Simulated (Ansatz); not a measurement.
TiSi₂ (C54 type, space group Fddd)

```
TiSi2
1.0
    0.00000     4.11603     4.26094
    2.39020     0.00000     4.26094
    2.39020     4.11603     0.00000
Si Ti
4 2
Direct
  0.66250   0.33750   0.66250
  0.33750   0.66250   0.33750
  0.58750   0.91250   0.58750
  0.91250   0.58750   0.91250
  0.00000   0.00000   0.00000
  0.25000   0.25000   0.25000
```

In this cell atom 6 (Ti, nearest neighbour Si at 2.547 Å; its periodic images, 4.8 Å or more away, move with it) is moved by s along Cartesian [110], unit vector (0.707, 0.707, 0.000); all other atoms and the cell stay fixed.

Level of theory: r2SCAN (plane waves to 500 eV, PAW, scalar-relativistic; Ansatz, a quantum-chemistry and plane-wave program). k mesh 10×10×10 (Γ-centred), Fermi-Dirac smearing 0.05 eV. E stands for the smeared free energy. Left out: 2 of 11 points, with atoms too close for the PAW data. With partly filled bands, energies and forces of such displacements shift with the k mesh and the smearing. The PAW data are Ansatz's earlier set. TiSi2 is run without spin polarisation. TiSi2 was relaxed with its symmetry unable to fall. ΔE is measured from the undisplaced structure.

The scan covers s from -0.608 to 0.608 Å in 9 points.

Problem. Is this a single well or a double well?

Solution. A single well with its minimum at or next to zero displacement.

Problem. Is the energy the same for equal positive and negative displacements?

Solution. Even: the same for both signs. With its periodic images moving along, the atom's site symmetry in this cell is 222.

Problem. What is the force constant k = d²E/ds² of this move at s = 0?

Solution. 11.9 eV/Å².

(A displaced cell: forces are minus the slopes of the energy, force constants its curvatures, and phonons follow from these.)
